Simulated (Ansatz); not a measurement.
Trial structure of SnGe2, not yet relaxed:

```yaml
crystal:
  lattice:
    - [0.00000, 3.13578, 3.13578]
    - [3.13578, 0.00000, 3.13578]
    - [3.13578, 3.13578, 0.00000]
  atoms:
    - { symbol: Sn, position: [0.00000, 0.00000, 0.00000] }
    - { symbol: Ge, position: [0.25000, 0.25000, 0.25000] }
    - { symbol: Ge, position: [0.50000, 0.50000, 0.50000] }
```

The calculation used DFT PBE, scalar-relativistic, plane waves, PAW in Ansatz 0.2.0. Plane waves to 420 eV, a k mesh through Γ of 6×6×6 on the computed 3-atom cell and Gaussian smearing (0.10 eV); no spin polarisation.

Energies over the elements count from the elements' standard structures at the same level, with no fitted energy shifts. The references include grey tin.

Question: How far from equilibrium is it?

Answer: The pressure is 16.4 GPa (it wants to expand), the largest force is 0.00 eV/Å (symmetry fixes the atoms), and the energy is +0.50 eV/atom against the elements. The shortest distance is 2.72 Å.

Question: How much does it gain on relaxing, and where does it end?

Answer: Relaxing gains about 0.22 eV/atom (the start's value is from the coarse mesh, so the gain is rough) in 9 ionic steps and ends at +0.28 eV/atom on the finer mesh. The symmetry stays F-43m (No. 216). The volume per atom grows by 23.4 %, from 20.6 to 25.4 Å³. The shortest distance goes from 2.72 Å (Sn–Ge and Ge–Ge) to 2.91 Å (Sn–Ge and Ge–Ge). Conventional cell: a = 6.727 Å. Sn is surrounded by 4 Ge at 2.91 Å and 6 Ge at 3.36 Å; Ge on its first site has 4 Ge at 2.91 Å and 4 Sn at 2.91 Å; Ge on its second site is surrounded by 4 Ge at 2.91 Å and 6 Sn at 3.36 Å.

The last run used a 12×12×12 mesh for its 3-atom cell and Gaussian smearing of 0.10 eV. The relaxation can't lower the symmetry of the start. Symmetry constrained the relaxation, so the result can be a saddle point. Another cell of SnGe2 relaxed alike, in P4/mmm, lies 37 meV/atom lower, so this cell isn't the stable form at this level.
